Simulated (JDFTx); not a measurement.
```json
{
 "surface": "Ta(110)",
 "bulk": "Ta, Im-3m, lattice of mp-50 (not re-optimised)",
 "slab": "4 atoms in 4 planes, 1x1, 7.0 Å between the outermost planes",
 "in-plane cell": "2.866 × 2.866 Å, 7.75 Å²",
 "cell_height": "23.0 Å",
 "sampling": "8×8×1 k mesh, Fermi smearing 0.01 Ha, no spin polarisation"
}
```

Level of theory: PBE, GBRV ultrasoft potentials, plane waves to 20/100 Ha; code: JDFTx (a modified build). Vacuum. The outer atoms relax from bulk positions, keeping the cell's symmetry; the lattice is not PBE's own optimum in this code, and that strain can shift the moves by a few hundredths of an ångström. Input:

```
lattice \
  5.4167541250 -1.8055847083 0.0000000000 \
  0.0000000000 5.1069647640 0.0000000000 \
  0.0000000000 0.0000000000 43.4637008664
coords-type Lattice
ion Ta 0.5000000000 0.5000000000 -0.1526363770 1
ion Ta 0.0000000000 0.0000000000 -0.0508787920 0
ion Ta 0.5000000000 0.5000000000 0.0508787920 0
ion Ta 0.0000000000 0.0000000000 0.1526363770 1
ion-species pseudo/ta_pbe_v1.upf
elec-cutoff 20 100
elec-ex-corr gga-PBE
coulomb-interaction Slab 001
coulomb-truncation-embed 0 0 0
kpoint-folding 8 8 1
elec-smearing Fermi 0.01
lcao-params 10
elec-n-bands 37
electronic-scf nIterations 100 energyDiffThreshold 1e-07
ionic-minimize nIterations 10 energyDiffThreshold 1e-5 knormThreshold 4e-4
dump-name vac.$VAR
dump End State Ecomponents EigStats BandEigs Forces ElecDensity IonicPositions Fillings Kpoints Dtot
```

Task: How far do the free atoms of the upper face move along the normal, and how much energy is released?

Result: Ta (atom 4) -0.06 Å (positive: outward). The free energy falls by 0.021 eV per cell, 22 mJ/m².
